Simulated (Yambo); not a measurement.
Yambo run on CsCdCl₃ (cubic perovskite, space group Pm-3m, No. 221). The wavefunctions come from this Quantum ESPRESSO step (PBEsol, PseudoDojo standard norm-conserving files, scalar-relativistic):

```
&CONTROL
  calculation = 'nscf'
  pseudo_dir = './pseudo'
  outdir = './out'
/
&SYSTEM
  ibrav = 0
  nat = 5
  ntyp = 3
  ecutwfc = 102.0
  ecutrho = 408.0
  occupations = 'fixed'
  force_symmorphic = .true.
  nbnd = 269
/
&ELECTRONS
  conv_thr = 5e-09
  diago_full_acc = .true.
  diago_thr_init = 1e-08
/
ATOMIC_SPECIES
Cl 35.4500 Cl.upf
Cd 112.4140 Cd.upf
Cs 132.9055 Cs.upf
CELL_PARAMETERS angstrom
  5.264400000000   0.000000000000   0.000000000000
  0.000000000000   5.264400000000   0.000000000000
  0.000000000000   0.000000000000   5.264400000000
ATOMIC_POSITIONS crystal
Cl   0.000000000000   0.500000000000   0.500000000000
Cl   0.500000000000   0.000000000000   0.500000000000
Cl   0.500000000000   0.500000000000   0.000000000000
Cd   0.500000000000   0.500000000000   0.500000000000
Cs   0.000000000000   0.000000000000   0.000000000000
K_POINTS automatic
2 2 2 0 0 0
```

Yambo input:

```
rim_cut
gw0
dyson
el_el_corr
HF_and_locXC
ppa
em1d
RandQpts= 1000000
RandGvec= 1 Ry
EXXRLvcs= 102 Ry
VXCRLvcs= 408 Ry
Chimod= "HARTREE"
% BndsRnXp
 5 | 268 |
%
NGsBlkXp= 8 Ry
% LongDrXp
 1.0 | 1.0 | 1.0 |
%
PPAPntXp= 27.2114 eV
% GbndRnge
 1 | 268 |
%
GTermKind= "BG"
DysSolver= "n"
ExtendOut
% QPkrange
 1 | 1 | 25 | 26 |
 2 | 2 | 25 | 26 |
 3 | 3 | 25 | 26 |
 4 | 4 | 25 | 26 |
%
```

k points by index: 1 = Γ, 2 = X, 3 = M, 4 = R.

The o-*.qp file then holds:

```
#    K-point    Band    Eo [eV]    E [eV]    E-Eo [eV]    Vxc [eV]    Vnlxc [eV]    Sc|Eo [eV]    Sc|E [eV]    dSc/dw|Eo [eV]    Re(Z)    Im(Z)
#
    1    25    -0.491057    -1.977775    -1.486718    -14.25269    -18.62739    2.498532    2.887985    -7.127480    0.792434    -0.001470
    1    26    1.629197    2.513739    0.884542    -12.55080    -8.024092    -3.460456    -3.642171    -5.589577    0.829590    -0.001116
    2    25    -0.722586    -2.243089    -1.520504    -13.90806    -18.40023    2.570757    2.971665    -7.174082    0.791360    -0.001486
    2    26    4.229755    5.029665    0.799909    -14.33869    -9.847800    -3.508230    -3.690985    -6.214753    0.814062    -0.003206
    3    25    -0.008002    -1.246170    -1.238168    -17.00983    -20.92666    2.365590    2.678664    -6.879893    0.798190    -0.001251
    3    26    5.949253    6.932300    0.983047    -14.66628    -9.343606    -4.122903    -4.339623    -6.001190    0.819264    0.006123
    4    25    0.000000    -1.250884    -1.250884    -17.02219    -20.97591    2.385480    2.702831    -6.902957    0.797650    -0.001294
    4    26    5.822517    6.555007    0.732490    -9.510329    -4.940965    -3.696775    -3.836875    -5.202826    0.839482    -0.002454
```
(The two width columns are left out.) Convergence of these settings isn't established.

Spin-orbit coupling is not included.

Geometry of the Materials Project entry, not relaxed at this level.
